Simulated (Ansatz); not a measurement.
# NaB6 (R-3m)

All numbers below come from DFT PBE, scalar-relativistic, plane waves, PAW (Ansatz).

Plane waves to 420 eV, a k mesh through Γ of 12×12×12 on the computed 7-atom cell and Gaussian smearing (0.10 eV); no spin polarisation.

The structure is relaxed at this level of theory with its symmetry kept, and needn't be the ground state of this composition.

```
CELL_PARAMETERS angstrom
2.26610 1.30833 2.95238
-2.26610 1.30833 2.95238
0.00000 -2.61667 2.95238
ATOMIC_POSITIONS crystal
Na 0.00000 0.00000 0.00000
B 0.94844 0.37686 0.37686
B 0.62314 0.05156 0.62314
B 0.62314 0.62314 0.05156
B 0.37686 0.94844 0.37686
B 0.05156 0.62314 0.62314
B 0.37686 0.37686 0.94844
```

(1) Formation energy from the elements' standard states (uncorrected)?

(2) Kohn–Sham band gap?

(3) Density of states at the Fermi level?

(4) Orbital (Löwdin) character within 0.5 eV of the Fermi level?

(5) Bader charge by site (e)?

## Answers

(1) +0.664 eV/atom.

(2) none (metal).

(3) 1.1 states/eV per cell.

(4) B 2p 91 %, B 2s 8 %.

(5) Na (1 in the cell) 0.78, B (6 in the cell) -0.13.

The cell was found from a structure generator's guess, not taken from experiment. Löwdin shares on free-atom orbitals overweight diffuse shells.
